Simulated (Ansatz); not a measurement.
Ni3Pt (Cu3Au type, Pm-3m), the program Ansatz at the r²SCAN level (PAW), all energies at zero smearing, with the estimated change up to a 700 eV cutoff added, with one set of potentials and settings (totals compare only within such a set). Cell of 4 atoms (3 Ni, 1 Pt): -30073.020 eV.

```csv
element,reference phase,E (eV/atom)
Ni,"Fm-3m, 1 atoms in the cell, spin-polarised",-5845.2912
Pt,"Fm-3m, 1 atoms in the cell",-12536.7848
```

Formation energy per atom, worked out: (-30073.020 − 3×(-5845.2912) − 1×(-12536.7848))/4 = -0.090 eV/atom (-9 kJ per mol of atoms), at 0 K, without zero-point energy or fitted corrections.

The first step of the workflow began from a Materials Project structure, measured or hypothetical; the Crystallography Open Database copy checked does not list it. With Ni and Pt taken as one species the cell has the higher symmetry Fm-3m, so it may be an ordered model of a mixed-site phase. Whether it is the stable phase at ambient conditions was not checked. Symmetry was held in the r²SCAN relaxation; whether a distortion lowers the energy is not shown. The final state is ferromagnetic, chosen from 4 collinear starts compared on coarse meshes (ties went to the first, and starts can fall back to one state), not a proven ground state. Other orbital occupations within this spin state were not tried. The references are the lowest solids computed at this level, not always the standard phases. Spin–orbit coupling is left out wherever it is not named.

Potentials: the later of the program's two PAW sets.
